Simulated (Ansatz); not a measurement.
Values for one crystal, relaxed and computed with r²SCAN (plane waves, PAW; program Ansatz); other levels are named.

- Volume per atom: 14.17 Å³
- Electronic character: metallic (no gap)
- Density of states at the Fermi level: 0.22 states/eV per atom (mean over ±0.08 eV)
- Formation energy from the elements (no fitted shifts): -0.54 eV/atom

Q: Which compound is it?
A) Ti5Se4, I4/m (Ti on 2a, Ti on 8h, Se on 8h)
B) Nb5Si3, I4/mcm (Nb on 16l, Nb on 4c, Si on 8h, Si on 4a)
C) TiSi2, Cmcm (Ti on 4c, Si on 4c, Si on 4c)
D) Te2Pd3, Cmcm (Te on 4a, Te on 4c, Pd on 4c, Pd on 8f)

A: C, TiSi2, Cmcm (Ti on 4c, Si on 4c, Si on 4c)

Symmetry was held in the r²SCAN relaxation. No spin polarisation was allowed. The references are the lowest solids computed at this level, not always the standard phases.

Potentials: the earlier of the program's two PAW sets.
